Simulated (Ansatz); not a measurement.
# TiNb: enthalpy against pressure

TiNb, Cmmm, a = 3.220 Å, b = 4.589 Å, c = 4.582 Å. The structure is a Materials Project entry; whether it is the stable form wasn't checked. Ansatz: PBEsol, PAW, 420 eV, Γ-centred 16×16×10 mesh on 2 atoms, Gaussian smearing 0.10 eV; no spin polarisation. Cell and atoms are relaxed at each pressure, and no other structure is tried, so the rows at high pressure may lie past a change of phase. y is the enthalpy over the state at zero pressure; there V0 = 16.928 Å³/atom. The pressures are the targets, met within 0.02 GPa.

```tsv
P (GPa)	y (eV/atom)
-3.0	-0.3202
0.0	0.0000
3.0	0.3137
8.0	0.8237
15.0	1.5137
30.0	?
60.0	5.4807
```

Question: Fit y = c1 P + c2 P² + c3 P³ to the other rows, say what c1 and c2 mean, and predict the missing value.

Answer: Least squares on the rows shown. y = 0.10560 P − 0.00033791 P² + 1.6728×10⁻⁶ P³. Since dH/dP = V, c1 is V0: 0.10560 eV/GPa × 160.2 = 16.917 Å³ against 16.928; c2 = −V0/(2B0) gives B0 = 156 GPa, where a Birch–Murnaghan fit to the volumes of the same runs (not shown) gives 147 GPa: a cubic over this range folds the higher terms into c2. At P = 30.0 the fit asked for gives 2.9090 eV/atom. The run gave 2.9154 eV/atom, so the fit is 0.0064 eV/atom too low, 0.11 % of the span of the series, against an rms of 0.0002 eV/atom on the fitted rows. With a term in P⁴ added, a fit to the same known rows predicts 2.9169 eV/atom, so most of the miss is curvature that the known rows already hold.